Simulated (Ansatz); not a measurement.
Input:

Ti₃GeC₂:
```yaml
crystal:
  lattice:
    - [3.09032, 0.00000, 0.00000]
    - [-1.54516, 2.67630, 0.00000]
    - [0.00000, 0.00000, 17.79589]
  atoms:
    - { symbol: Ti, position: [0.66667, 0.33333, 0.86707] }
    - { symbol: Ti, position: [0.33333, 0.66667, 0.13293] }
    - { symbol: Ti, position: [0.33333, 0.66667, 0.36707] }
    - { symbol: Ti, position: [0.66667, 0.33333, 0.63293] }
    - { symbol: Ti, position: [0.00000, 0.00000, 0.00000] }
    - { symbol: Ti, position: [0.00000, 0.00000, 0.50000] }
    - { symbol: Ge, position: [0.00000, 0.00000, 0.75000] }
    - { symbol: Ge, position: [0.00000, 0.00000, 0.25000] }
    - { symbol: C, position: [0.66667, 0.33333, 0.42799] }
    - { symbol: C, position: [0.33333, 0.66667, 0.57201] }
    - { symbol: C, position: [0.33333, 0.66667, 0.92799] }
    - { symbol: C, position: [0.66667, 0.33333, 0.07201] }
```

This is the r²SCAN-relaxed structure.

Question: All from plane-wave PAW r²SCAN (Ansatz code), unless another level is named. Give the electronic character.

Answer: metallic (no gap).

Question: What about the formation energy from the elements (no fitted shifts)?

Answer: -0.95 eV/atom.

Question: What about the density of states at the Fermi level?

Answer: 0.32 states/eV per atom (mean over ±0.08 eV).

Question: Next, the gap with spin–orbit coupling?

Answer: none (metallic).

Space group P6_3/mmc. The first step of the workflow began from a Materials Project structure, measured or hypothetical; the Crystallography Open Database copy checked does not list it. Whether it is the stable phase at ambient conditions was not checked. The r²SCAN relaxation kept the symmetry of its start; whether a distortion lowers the energy is not shown. No spin polarisation was allowed. The references are the lowest solids computed at this level, not always the standard phases. Spin–orbit coupling is left out wherever it is not named.

Potentials: the later of the program's two PAW sets.
